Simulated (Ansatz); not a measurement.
BAs in space group P4_2/mnm (No. 136; B on 4g, As on 4f), r²SCAN (plane waves, PAW; program Ansatz). The conduction-band minimum lies on the Γ–Z line, 58 % of the way from Γ, with 2 equivalent valleys. Second derivatives d²E/dk² of the lowest band at one valley (eV·Å²), along Cartesian directions:

```
direction  d²E/dk²
---------  -------
[100]        22.87
[010]        22.87
[001]        16.99
[110]        22.87
[101]        19.93
[011]        19.93
```

Question: Find the principal effective masses, the density-of-states mass and the conductivity mass.

Answer: Off-diagonal terms follow from H_xy = H[110] − (H_xx + H_yy)/2, and m*/mₑ = 7.620 eV·Å² over each eigenvalue: 0.33, 0.33, 0.45. One valley's DOS mass (m₁m₂m₃)^(1/3) = 0.37, conductivity mass 3/(Σ 1/mᵢ) = 0.36 mₑ.

Question: What effective density of states Nc follows at 300 K for parabolic valleys?

Answer: Nc = 2.509e19 × 2 × (0.37)^(3/2) ≈ 1.1e19 cm⁻³.

The start of the workflow was typed in or built on a structure type; neither database checked (COD, Materials Project) lists it. It is not the phase usual at ambient conditions (space group No. 216). The r²SCAN relaxation kept the symmetry of its start; whether a distortion lowers the energy is not shown. Spin–orbit coupling is left out wherever it is not named.

Potentials: the later of the program's two PAW sets.

Edges and masses are those of Kohn–Sham bands, whose gap is no quasiparticle gap.
